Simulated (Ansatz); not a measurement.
Property card for HfSiO4

HfSiO$_{4}$:
```yaml
crystal:
  lattice:
    - [-3.29104, 3.29104, 2.98304]
    - [3.29104, -3.29104, 2.98304]
    - [3.29104, 3.29104, -2.98304]
  atoms:
    - { symbol: Hf, position: [0.75000, 0.25000, 0.50000] }
    - { symbol: Hf, position: [0.00000, 0.00000, 0.00000] }
    - { symbol: Si, position: [0.25000, 0.75000, 0.50000] }
    - { symbol: Si, position: [0.50000, 0.50000, 0.00000] }
    - { symbol: O, position: [0.13333, 0.31813, 0.81521] }
    - { symbol: O, position: [0.06813, 0.75292, 0.68479] }
    - { symbol: O, position: [0.50292, 0.31813, 0.18479] }
    - { symbol: O, position: [0.06813, 0.38333, 0.31521] }
    - { symbol: O, position: [0.61667, 0.93187, 0.68479] }
    - { symbol: O, position: [0.68187, 0.86667, 0.18479] }
    - { symbol: O, position: [0.24708, 0.93187, 0.31521] }
    - { symbol: O, position: [0.68187, 0.49708, 0.81521] }
```

Space group I4_1/amd (No. 141); conventional cell a = 6.582 Å, b = 6.582 Å, c = 5.966 Å, α = 90.00°, β = 90.00°, γ = 90.00°.

Method: PBEsol in the plane-wave PAW code Ansatz. Structure relaxed to zero pressure with the same functional. Other levels are named where they apply.

Cell and energy:

```json
{
 "volume_per_atom": "10.77 Å³",
 "density": "6.95 g/cm³",
 "Formation energy from the elements (no fitted shifts)": "-3.20 eV/atom"
}
```

Electronic structure:

```json
{
  "band_gap": "5.37 eV (indirect)",
  "valence_band_maximum": "on the Γ–Z line, 14 % of the way from Γ",
  "conduction_band_minimum": "off the standard path, at k = (0.250, 0.260, 0.188) in fractions of the reciprocal vectors",
  "smallest_direct_gap_on_the_standard_path": "5.73 eV",
  "HSE06 gap on the PBEsol cell": "7.29 eV",
  "Gap with spin–orbit coupling": "5.36 eV"
}
```

Mechanics:

```json
{
 "Bulk modulus (Birch–Murnaghan fit)": "224 GPa",
 "Pressure derivative B′": "5.0",
 "Elastic constants (relaxed ions, GPa)": "C11 = 428, C12 = 69.3, C13 = 151, C33 = 484, C44 = 109, C66 = 49.7",
 "mechanical_stability": "stable (all eigenvalues of C positive)",
 "hill_bulk_and_shear_moduli": "229 and 108 GPa",
 "Young's modulus": "280 GPa",
 "Poisson's ratio": "0.30",
 "debye_temperature_from_the_elastic_constants": "593 K"
}
```

Dielectric response:

```json
{
 "Electronic dielectric constant ε∞ (DFPT)": "3.92 (xx = yy), 4.15 (zz)",
 "Born charges (a third of the trace)": "Hf +5.07, Si +3.55, O -2.15 e"
}
```

Symmetry was held in the PBEsol relaxation. The run is not spin-polarised. The references are the lowest solids computed at this level, not always the standard phases (solids in place of the gases). Spin–orbit coupling is left out wherever it is not named.

Potentials: the later of the program's two PAW sets.
